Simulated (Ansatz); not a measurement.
Is this Zn₄SeS₃ structure stable?

The structure comes from a generated guess, relaxed at this level; another structure or a mixture of phases may lie lower.

Method: Ansatz 0.2.0, DFT PBE, scalar-relativistic, plane waves, PAW. Plane waves to 420 eV, an 8×8×8 mesh through Γ for the 8-atom cell and 0.02 eV Gaussian smearing; no spin polarisation.

Space group I-42m (No. 121). a = 5.516 Å, b = 5.516 Å, c = 11.026 Å, α = 90.00°, β = 90.00°, γ = 90.00°
```tsv
atom	site	symmetry	x	y	z
Zn	8i	..m	0.7581	0.2419	0.1282
Se	2b	-42m	0.5000	0.5000	0.0000
S	4d	-4..	0.0000	0.5000	0.2500
S	2a	-42m	0.0000	0.0000	0.0000
```

Formation energies are uncorrected and refer to the elements' standard structures at the same level.

Question: These tests were run: energy against the elements; random kick, then relaxation without symmetry; phonons on a 2×2×2 q mesh; elastic tensor. What do they show?

Answer:

```json
{"test": "energy against the elements", "result": "−0.789 eV/atom"}
{"test": "random kick, then relaxation without symmetry", "result": "returns"}
{"test": "phonons on a 2×2×2 q mesh", "result": "no imaginary mode on the mesh"}
{"test": "elastic tensor", "result": "least eigenvalue 39 GPa"}
```

It fails none of these tests. Whether a mixture of other phases lies lower isn't tested here.

The reference forms of S and Se are held partly by dispersion forces, which this level lacks. The kick test ran on a coarse mesh. The run for the phonons used an 8×8×8 k mesh. The run for the elastic tensor used an 8×8×8 k mesh.
